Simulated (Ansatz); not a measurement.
The start is a generated cell, Cu placed in the AFLOW prototype A_hR2_166_c (A7, as in As). A full variable-cell relaxation at zero pressure is run with r2SCAN (plane waves to 500 eV, PAW, scalar-relativistic; Ansatz, a program for electronic structure). First-step values are on the input's coarse k-mesh.

Ansatz input (later rounds restart from its end on a renewed k-mesh):
Ansatz 0.2 input:
```yaml
crystal:
  lattice:
    - [1.5413488, 0.8898981, 2.858243]
    - [-1.5413488, 0.8898981, 2.858243]
    - [0, -1.7797963, 2.858243]
  atoms:
    - { symbol: Cu, position: [0.22754, 0.22754, 0.22754] }
    - { symbol: Cu, position: [0.77246, 0.77246, 0.77246] }
basis: { ecutwfc: 500, ecutrho_ratio: 4, xc_grid: 4, fft_grid_basis: typed }
kpoints: { mp_grid: { grid: [13, 13, 13] } }
hamiltonian:
  xc: r2scan
  dispersion: none
  pseudopotentials: { kind: paw }
scf: { occupations: { method: fermi_dirac, width: 0.05 } }
relax: { f_tol: 0.01, max_steps: 100, cell: { stress_tol: 0.02 } }
output: { forces: true, stress: true }
```

- Initial pressure = +35.3 GPa (positive: the cell is compressed)
- Outcome = The space group goes from R-3m (No. 166) to Fm-3m (No. 225); the end is fcc (Cu type), with 1 atom in the primitive cell
- Energy released = 1.01 eV/atom
- Volume change = -2.7 %, from 11.76 to 11.44 Å³/atom
- Optimiser moves = 20

Final values are on a 22×22×22 k-mesh of the relaxed cell. No spin polarisation in the result.

The run could not lose the symmetry of its start.
